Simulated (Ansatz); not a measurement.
GaPt3: what symmetry allows forces and stress to be

```xyz
4
Lattice="3.9099 0.0000 0.0000 0.0000 3.9099 0.0000 0.0000 0.0000 3.9099" Properties=species:S:1:pos:R:3 pbc="T T T"
Ga    0.0000    0.0000    0.0000
Pt    0.1500    1.9549    1.9549
Pt    1.9549    1.9549    0.0000
Pt    1.9549    0.0000    1.9549
```

The calculation used DFT PBEsol, scalar-relativistic, plane waves, PAW (Ansatz 0.2.0).

Plane waves to 420 eV, a k mesh through Γ of 10×10×10 on the computed 4-atom cell and Gaussian smearing (0.10 eV); no spin polarisation.

This distorted cell has space group P4mm, with 8 operations.

Problem. Without a calculation: in which directions can each atom feel a force?

Solution. A force must be left unchanged by every operation that keeps its atom in place, so it lies in the space that those operations leave fixed. Atoms that the group maps onto each other feel forces of one size.
| atom | site symmetry | operations at the site | equivalent to atom | allowed force (Cartesian) |
| --- | --- | --- | --- | --- |
| Ga1 | 4mm | 8 | 1 | along (1.00, 0.00, 0.00) |
| Pt2 | 4mm | 8 | 2 | along (1.00, 0.00, 0.00) |
| Pt3 | 2mm. | 4 | 3 | along (1.00, 0.00, 0.00) |
| Pt4 | 2mm. | 4 | 3 | along (1.00, 0.00, 0.00) |

That leaves 3 independent force components of 12, tied by 1 condition that the forces sum to zero, so 2 remain. A relaxation in this cell that keeps the symmetry moves the atoms in these directions alone.

Problem. And the stress tensor?

Solution. It must be invariant under the point group, which leaves 2 independent components: yz, xz, xy vanish; yy = zz.

Problem. Do the computed values obey this?

Solution. Yes. Forces (eV/Å):
```
Ga1 -0.197  0.000  0.000
Pt2 -2.286  0.000  0.000
Pt3  1.241  0.000  0.000
Pt4  1.241  0.000  0.000
```

Stress (GPa, compression positive, xx yy zz yz xz xy): -1.50 -1.71 -1.71 0.00 0.00 0.00. The program imposes the same operations on density, forces and stress, so this confirms the analysis and is no independent test of the calculation.

Spin–orbit coupling is left out, which can shift energies with elements as heavy as these.